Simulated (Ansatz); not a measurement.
Input and output of a relaxation of cell and atoms on BaTiO3, cubic perovskite (the plane-wave code Ansatz, PBEsol). It starts from a guessed cell.

Input file:
```yaml
crystal:
  lattice:
    - [4.3363462, 0.0, 0.0]
    - [0.0, 4.3363462, 0.0]
    - [0.0, 0.0, 4.3363462]
  atoms:
    - { symbol: Ba, position: [0.0, 0.0, 0.0] }
    - { symbol: Ti, position: [0.5, 0.5, 0.5] }
    - { symbol: O, position: [0.5, 0.5, 0.0] }
    - { symbol: O, position: [0.5, 0.0, 0.5] }
    - { symbol: O, position: [0.0, 0.5, 0.5] }
kpoints:
  mp_grid: { grid: [6, 6, 6] }
hamiltonian:
  xc: pbesol
scf:
  occupations: { method: fermi_dirac, width: 0.03 }
relax:
  f_tol: 0.01
  cell: {}
  max_steps: 120
```

Run as `ansatz run input.yaml --threads 2 --pin off --max-ram 29491MiB --backend cpu --events-out ev --progress --plain --runs-dir out`. Wall time 6.2 s on 2 threads of AMD EPYC 7R13 Processor (Zen 3), with other jobs on the host, load about 0.8 per core; peak host memory 0.54 GiB.

The output, standing remarks left out:
```
Functional definition: PBEsol
Crystal: 5 atoms, lattice volume = 81.540 Å³
Basis set: ecut = 420 eV, 1575 PW (Γ)
Bands: 25, of which v1, the nominal top of the filled ones, is band 20 counted from 1 (19 counted from 0)
Symmetry: 48 space group operations
Space group: Pm-3m (ITA 221)
k-points: 20 of 216
relax step 1: F+E_penalty+E_count = -10025.48485718 eV  P = -26.082 GPa  Ω = 81.540 Å³
relax step 2: F+E_penalty+E_count = -10027.05677940 eV  P = -15.464 GPa  Ω = 70.187 Å³
relax step 3: F+E_penalty+E_count = -10027.41340209 eV  P = +9.152 GPa  Ω = 59.940 Å³
relax step 4: F+E_penalty+E_count = -10027.47879650 eV  P = -0.552 GPa  Ω = 62.978 Å³
relax step 5: F+E_penalty+E_count = -10027.47989215 eV  P = -0.006 GPa  Ω = 62.784 Å³
relax step 6: F+E_penalty+E_count = -10027.46151339 eV  P = -0.629 GPa  Ω = 62.784 Å³  (SCF on a basis re-selected at this cell)
relax step 7: F+E_penalty+E_count = -10027.46277614 eV  P = +0.025 GPa  Ω = 62.561 Å³
relax step 8: F+E_penalty+E_count = -10027.46187448 eV  P = +0.006 GPa  Ω = 62.561 Å³  (SCF on a basis re-selected at this cell)
Free energy (F): -10027.461874 eV
Fermi energy:    11.426707 eV
--- Stress (GPa, compression-positive) ---
        0.005826       0.000000       0.000000
        0.000000       0.005826       0.000000
        0.000000       0.000000       0.005826
  P = ⅓ Tr σ = 0.0058 GPa (0.058 kbar)
--- Relaxed structure (6 steps of the walk, 6 accepted, 2 SCFs on fresh bases) ---
  F+E_penalty+E_count = -10027.46187448 eV
  cell:  # Å, volume = 62.5614 Å³
    - [3.969801, 0.000000, 0.000000]
    - [0.000000, 3.969801, 0.000000]
    - [0.000000, 0.000000, 3.969801]
  atoms:
    - { symbol: Ba, position: [0.000000, 0.000000, 0.000000] }
    - { symbol: Ti, position: [0.500000, 0.500000, 0.500000] }
    - { symbol: O, position: [0.500000, 0.500000, 0.000000] }
    - { symbol: O, position: [0.500000, 0.000000, 0.500000] }
    - { symbol: O, position: [0.000000, 0.500000, 0.500000] }
```

In 6 steps the volume changed by -23.3 %; between the first SCF and the last, each on a basis chosen for its cell, the energy fell by 395 meV an atom. Final cell: the symmetry is Pm-3m (No. 221, cubic); conventional cell a = 3.970 Å, 12.51 Å³ an atom. Ba has 12 O at 2.81 Å; Ti has 6 O at 1.98 Å; O has 2 Ti at 1.98 Å and 4 Ba at 2.81 Å.

Calculated for a static, non-magnetic cell.
